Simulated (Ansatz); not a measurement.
The start is a relaxed Al cell, doubled along one cell vector, shaken by Gaussian noise of σ = 0.08 Å a coordinate. The cell and all atomic positions are relaxed at zero pressure with r2SCAN (plane waves to 500 eV, PAW, scalar-relativistic; Ansatz, a program for electronic structure). The first steps use a coarse 8×8×6 k-mesh.

Input geometry:
```
CELL_PARAMETERS angstrom
      4.54688     0.00000     0.00000
     -2.27344     3.93772     0.00000
      0.00000     0.00000     5.51761
ATOMIC_POSITIONS crystal
  Al 0.02336 0.00960 0.01494
  Al 0.01567 0.97215 0.48200
  Al 0.33882 0.65668 0.25633
  Al 0.31013 0.67453 0.74125
  Al 0.65504 0.33366 0.28143
  Al 0.67566 0.34104 0.76178
```

### Question
What is the largest force in the starting geometry, and on which atom (counted from 1)?

### Answer
1.22 eV/Å, on Al2 (atoms numbered as listed).

### Question
How much energy is released per atom?

### Answer
0.20 eV/atom.

### Question
How does the volume per atom move from start to end?

### Answer
-3.4 %, from 16.46 to 15.91 Å³/atom.

### Question
Is the relaxed structure metallic? Give its gap.

### Answer
No gap (metallic).

Final values are on a 20×20×20 k-mesh of the relaxed cell. No spin polarisation in the result.

Of the parent cell (P6/mmm (No. 191)): it is a generated cell of Al: the first start was made by placing the elements on the sites of a structure type, and the end was not matched to a known phase here, so it may be hypothetical. Known forms of Al include space group No. 225.
